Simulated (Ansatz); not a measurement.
**5 guesses for Zn₂SbO₃ and where they end**

The calculation used DFT PBE, scalar-relativistic, plane waves, PAW (Ansatz 0.2.0). Settings: cutoff 420 eV, Γ-centred meshes spaced at most about 0.3 Å⁻¹, and about 0.25 Å⁻¹ or finer for metals (2π included), Gaussian smearing. No spin polarisation in the final relaxations.

Each guess was relaxed in cell and atoms at zero pressure, within the symmetry of its start. Temperature and zero-point effects are left out. Coordination counts O atoms around Sb and Zn (those within 1.25 times the shortest such distance or 1.15 times the sum of covalent radii, 1.27 where that leaves under three; a plus sign parts nearer from farther groups; the shortest distance is added where it exceeds 1.18 times the sum of covalent radii).

```tsv
guess	made from	start group	V start (Å³/atom)	end group	V end (Å³/atom)	coordination at the end	gap on mesh (eV)	E over the lowest end (meV/atom)
1	NdB2Rh3 type	P6/mmm	13.8	P6/mmm	12.5	Zn 6, Sb 12 from 3.1 Å	0	187
2	random cell	Pmmm	15.6	?	?	?	?	?
3	Hf2CuSb3 type	P-4m2	13.4	P-4m2	14.4	Zn 5, Sb 4	0	0
4	random cell	P6/mmm	14.0	P6/mmm	18.2	Zn 3, Sb 6 from 3.1 Å	0	321
5	Zr2VNi3 type	R-3m	16.2	R-3m	13.6	Zn 3 from 2.3 Å, Sb 6	0	7
```

Guess 2 as it starts:

Space group Pmmm (No. 47). a = 3.412 Å, b = 4.316 Å, c = 6.342 Å, α = 90.00°, β = 90.00°, γ = 90.00°
| atom | site | symmetry | x | y | z |
| --- | --- | --- | --- | --- | --- |
| Zn | 2p | m2m | 0.5000 | 0.7208 | 0.5000 |
| Sb | 1c | mmm | 0.0000 | 0.0000 | 0.5000 |
| O | 2r | mm2 | 0.0000 | 0.5000 | 0.6886 |
| O | 1d | mmm | 0.5000 | 0.0000 | 0.5000 |

Task: Fill in the missing row: what does this guess relax into, and where does it rank?

Result: It ends in space group Pmmm (No. 47), with a = 3.468 Å, b = 5.062 Å, c = 6.119 Å, 17.9 Å³/atom and no gap. It lies 0.85 eV/atom over the lowest end, above guess 4 and so the highest of the set. Counting O atoms around Sb and Zn, this end has Zn 1, Sb 2+4 from 2.5 Å and the lowest (guess 3) has Zn 5, Sb 4. This end holds O–O pairs (shortest 1.31 Å, as in superoxide); in the lowest (guess 3) the shortest O–O distance is 3.09 Å.

```cif
data_structure
_symmetry_space_group_name_H-M 'Pmmm'
_symmetry_Int_Tables_number 47
_cell_length_a 3.4679
_cell_length_b 5.0621
_cell_length_c 6.1189
_cell_angle_alpha 90.000
_cell_angle_beta 90.000
_cell_angle_gamma 90.000
_cell_volume 107.42
loop_
_atom_site_label
_atom_site_type_symbol
_atom_site_symmetry_multiplicity
_atom_site_Wyckoff_symbol
_atom_site_fract_x
_atom_site_fract_y
_atom_site_fract_z
_atom_site_occupancy
Zn1 Zn 2 t 0.50000 0.50000 0.68889 1
Sb1 Sb 1 b 0.50000 0.00000 0.00000 1
O1 O 2 j 0.68878 0.00000 0.50000 1
O2 O 1 f 0.50000 0.50000 0.00000 1
```

The zero of energy is the elements' standard structures at the same level (O₂ as a molecule); no fitted shifts are applied.

Task: Is the lowest end bound against the elements?

Result: Yes: its formation energy is −0.73 eV/atom. Whether it is stable depends on the other phases of the system, which aren't compared here.

For metals, differences of a few meV/atom aren't resolved. Weakly bound directions are ill-defined at this level, which has no dispersion term (P-4m2), and this can change margins and order among such cells. These runs have no spin–orbit coupling, which can matter for Sb. In P-4m2, R-3m, P6/mmm at 12.5 Å³/atom, P6/mmm at 18.2 Å³/atom, Pmmm an odd number of electrons in the primitive cell allows no gap without spin; a larger cell or a magnetic state could open one. A magnetic state wasn't ruled out in cells without spin, among them Pmmm. Cells relaxed within their symmetry can be saddle points. A lower structure may well exist outside this small set. Some types were kept out of the candidates beforehand, so the set may lack a known form.
